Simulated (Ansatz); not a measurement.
BaTaS$_{3}$:
```
BaTaS3
1.0
    6.92520     0.00000     0.00000
   -3.46260     5.99740     0.00000
    0.00000     0.00000     5.70128
Ba S Ta
2 6 2
Cartesian
  0.00000   3.99827   4.27596
  3.46260   1.99913   1.42532
  0.00000   2.03293   1.42532
  5.16464   1.01646   4.27596
  1.70203   4.98094   1.42532
  3.46260   3.96447   4.27596
 -1.70203   4.98094   1.42532
  1.76057   1.01646   4.27596
  0.00000   0.00000   0.00000
  0.00000   0.00000   2.85064
```

Relaxed with r²SCAN.

Map the electron localisation function on the plane through (0.333, 0.667, 0.750) spanned by u = [0, 0, 1] and v = [1, -1, 0] in lattice vectors, from plane-wave PAW r²SCAN (Ansatz code).

x is the fraction of u, y of v (the angle between them is 90°; rows are the nearest grid lines); atoms in the plane: Ba at (0.00, 0.00), Ba at (0.50, 0.33), S at (0.00, 0.50), S at (0.50, 0.84), Ta at (0.25, 0.67), Ta at (0.75, 0.67).
```
|  .#@@%=              =%@@#.  |
|%%@@@%+.  .-=++++=-.  .+%@@@%%|
|@@@@%+.  -*%%@@@@%%*-  .+%@@@@|
|..     -*%@@@%##%@@@%*-     ..|
|      :=#@@@#:  :#@@@#=:      |
|....  ..-+#%@@%%@@%#+-..  ....|
|::.   .::::=*#%%#*=::::.   .::|
|=-:=###*#%%+-:==:-+%%#*###=:-=|
|=--*%#=.:*%#=-==-=#%*:.=#%*--=|
|**=::=*#*=: ..::.. :=*#*=::=**|
|%%%#+-::.   ..::..   .::-+#%%%|
|.-#@@@%+:.   ....   .:+%@@@#-.|
|.-*@@@%*:            :*%@@@*-.|
|@@@@@#=.  -*%%@@%%*-  .=#@@@@@|
|%%%#*-. .=%@@@@@@@@%=. .-*#%%%|
|       .*@@@*.  .*@@@*.       |
|       .+%@@%+::+%@@%+.       |
|         :*%@@@@@@%*:         |
|          .:=+**+=:.          |
|                              |
|...                        ...|
|@@@@%*:                :*%@@@@|
|%%@@@@*.              .*%@@@%%|
|  .#@@%=              =%@@#.  |
```
Scale: ten equal steps from -0.001 (start of ' ') to 0.886 (end of '@'), in the order ' .:-=+*#%@'; x runs from 0.000 to 1.00, y from 0.000 (bottom) to 1.00 (top).

The density is the valence pseudo-density with augmentation charge, so density and ELF within about 1 Å of a nucleus are not all-electron values.

Space group P6_3/mmc. The workflow started from an entry of the Crystallography Open Database (COD). Its standing as an ambient phase is unchecked. The cell was relaxed with r²SCAN under the symmetry of its start; whether a distortion lowers the energy is not shown. No spin polarisation was allowed. Scalar-relativistic: spin–orbit coupling is off unless named, which matters more the heavier the elements.

Potentials: the later of the program's two PAW sets.
